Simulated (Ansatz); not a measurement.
Mg$_{3}$SnO (anti-perovskite, Pm-3m) at seven volumes, DFT-r²SCAN in the program Ansatz with PAW potentials, scaled uniformly. One row is withheld.

| V (Å³/atom) | P (GPa) |
|---|---|
| 14.931 | 8.93 |
| 15.423 | 5.48 |
| 15.916 | 2.53 |
| 16.408 | 0.00 |
| 16.900 | -2.20 |
| 17.392 | ? |
| 17.885 | -5.68 |

Question: Fit the shown pressures and predict the withheld one.

Answer: Third-order Birch–Murnaghan: P = (3/2)B₀(x^(7/2) − x^(5/2))[1 + (3/4)(B′ − 4)(x − 1)] with x = (V₀/V)^(2/3). Least squares on the six rows gives V₀ = 16.406 Å³/atom, B₀ = 78.35 GPa, B′ = 4.03. At V = 17.392, x = 0.9618 and P = -4.07 GPa. The run itself gave -4.09 GPa.

The start of the workflow was typed in or built on a structure type; neither database checked (COD, Materials Project) lists it. Its standing as an ambient phase is unchecked. The r²SCAN relaxation kept the symmetry of its start; its stability against distortions is not shown here. Scalar-relativistic: spin–orbit coupling is off unless named, which matters more the heavier the elements.

Potentials: the later of the program's two PAW sets.
